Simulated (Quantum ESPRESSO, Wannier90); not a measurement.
# ZrS2 (CdI2 type): Wannier90 run

```
begin unit_cell_cart
ang
    3.6913800628    0.0000000000    0.0000000000
   -1.8456900314    3.1968289094    0.0000000000
    0.0000000000    0.0000000000    6.0410800000
end unit_cell_cart
begin atoms_frac
Zr   0.0000000000  0.0000000000  0.0000000000
S   -0.3333333333  0.3333333333 -0.2379100000
S    0.3333333333 -0.3333333333  0.2379100000
end atoms_frac
```

Structure: Materials Project mp-1186, symmetrised, not relaxed again. Not found in the COD (Crystallography Open Database) copy used; not checked further. Computed values, not measurements, from PBEsol: Quantum ESPRESSO (norm-conserving PseudoDojo potentials, cutoff 53 Ry, spinors with spin-orbit coupling) on a Γ-centred 6×6×4 mesh, then Wannier90. Density: 12×12×6 mesh, cold smearing 0.01 Ry. The cell is built of weakly bound layers, chains or molecules, whose nearest atoms lie 3.82 Å apart. Database cells relaxed without dispersion often hold them too far apart, which can enlarge gaps and weakens couplings between them; spacing and stacking were not compared with the measured crystal.

A tight-binding model is made by disentanglement and projection with no localisation steps (num_iter = 0), so the 22 orbitals stay atom-like: hydrogen-like Zr: d; S: p, axes along x, y, z; frozen window up to 2.45 eV relative to the valence-band maximum. It follows pw.x to 2.5 meV rms for states up to 2.0 eV relative to the valence-band maximum. Matrix elements depend on this choice of orbitals and windows.

The 45 largest hoppings ⟨m,0|H|n,R⟩ between different sites (one of each Hermitian pair; signs follow the real orbitals' lobes; the list may end inside a set of equal values):

| m | n | R | distance of the centres (Å) | t (eV) | Im t (eV) |
|---|---|---|---|---|---|
| Zr1 dyz↓ | S3 py↓ | 0 1 0 | 2.52 | 1.601 | 0.000 |
| S2 py↓ | Zr1 dyz↓ | 0 1 0 | 2.52 | -1.601 | 0.000 |
| Zr1 dyz↑ | S3 py↑ | 0 1 0 | 2.52 | 1.601 | 0.000 |
| S2 py↑ | Zr1 dyz↑ | 0 1 0 | 2.52 | -1.601 | 0.000 |
| Zr1 dxz↑ | S2 px↑ | 1 0 0 | 2.53 | -1.052 | 0.001 |
| Zr1 dxz↓ | S2 px↓ | 1 0 0 | 2.53 | -1.052 | -0.001 |
| S3 px↑ | Zr1 dxz↑ | 1 0 0 | 2.53 | 1.052 | 0.001 |
| S3 px↓ | Zr1 dxz↓ | 1 0 0 | 2.53 | 1.052 | -0.001 |
| S2 px↑ | Zr1 dxz↑ | 0 0 0 | 2.53 | -1.052 | 0.001 |
| S2 px↓ | Zr1 dxz↓ | 0 0 0 | 2.53 | -1.052 | -0.001 |
| S3 px↑ | Zr1 dxz↑ | 0 0 0 | 2.53 | 1.052 | -0.001 |
| S3 px↓ | Zr1 dxz↓ | 0 0 0 | 2.53 | 1.052 | 0.001 |
| Zr1 dx2-y2↑ | S3 pz↑ | 0 1 0 | 2.59 | -1.029 | 0.000 |
| Zr1 dx2-y2↓ | S3 pz↓ | 0 1 0 | 2.59 | -1.029 | 0.000 |
| S2 pz↑ | Zr1 dx2-y2↑ | 0 1 0 | 2.59 | 1.029 | 0.000 |
| S2 pz↓ | Zr1 dx2-y2↓ | 0 1 0 | 2.59 | 1.029 | 0.000 |
| Zr1 dxz↑ | S2 py↑ | 1 0 0 | 2.55 | -0.951 | 0.000 |
| Zr1 dxz↓ | S2 py↓ | 1 0 0 | 2.55 | -0.951 | 0.000 |
| S3 py↑ | Zr1 dxz↑ | 1 0 0 | 2.55 | 0.951 | 0.000 |
| S3 py↓ | Zr1 dxz↓ | 1 0 0 | 2.55 | 0.951 | 0.000 |
| Zr1 dyz↑ | S2 px↑ | 1 0 0 | 2.53 | -0.951 | 0.000 |
| Zr1 dyz↓ | S2 px↓ | 1 0 0 | 2.53 | -0.951 | 0.000 |
| S3 px↑ | Zr1 dyz↑ | 1 0 0 | 2.53 | 0.951 | 0.000 |
| S3 px↓ | Zr1 dyz↓ | 1 0 0 | 2.53 | 0.951 | 0.000 |
| S2 px↑ | Zr1 dyz↑ | 0 0 0 | 2.53 | 0.951 | 0.000 |
| S2 px↓ | Zr1 dyz↓ | 0 0 0 | 2.53 | 0.951 | 0.000 |
| S2 py↑ | Zr1 dxz↑ | 0 0 0 | 2.55 | 0.951 | 0.000 |
| S2 py↓ | Zr1 dxz↓ | 0 0 0 | 2.55 | 0.951 | 0.000 |
| S3 px↑ | Zr1 dyz↑ | 0 0 0 | 2.53 | -0.951 | 0.000 |
| S3 px↓ | Zr1 dyz↓ | 0 0 0 | 2.53 | -0.951 | 0.000 |
| S3 py↑ | Zr1 dxz↑ | 0 0 0 | 2.55 | -0.951 | 0.000 |
| S3 py↓ | Zr1 dxz↓ | 0 0 0 | 2.55 | -0.951 | 0.000 |
| Zr1 dxy↑ | S2 pz↑ | 1 0 0 | 2.59 | -0.891 | -0.002 |
| Zr1 dxy↓ | S2 pz↓ | 1 0 0 | 2.59 | -0.891 | 0.002 |
| S3 pz↑ | Zr1 dxy↑ | 1 0 0 | 2.59 | 0.891 | -0.002 |
| S3 pz↓ | Zr1 dxy↓ | 1 0 0 | 2.59 | 0.891 | 0.002 |
| S2 pz↑ | Zr1 dxy↑ | 0 0 0 | 2.59 | 0.891 | 0.002 |
| S2 pz↓ | Zr1 dxy↓ | 0 0 0 | 2.59 | 0.891 | -0.002 |
| S3 pz↑ | Zr1 dxy↑ | 0 0 0 | 2.59 | -0.891 | -0.002 |
| S3 pz↓ | Zr1 dxy↓ | 0 0 0 | 2.59 | -0.891 | 0.002 |
| Zr1 dxy↑ | S3 px↑ | 0 1 0 | 2.55 | -0.796 | 0.000 |
| Zr1 dxy↓ | S3 px↓ | 0 1 0 | 2.55 | -0.796 | 0.000 |
| S2 px↑ | Zr1 dxy↑ | 0 1 0 | 2.55 | 0.796 | 0.000 |
| S2 px↓ | Zr1 dxy↓ | 0 1 0 | 2.55 | 0.796 | 0.000 |
| Zr1 dx2-y2↑ | S2 py↑ | 1 0 0 | 2.55 | 0.795 | 0.001 |
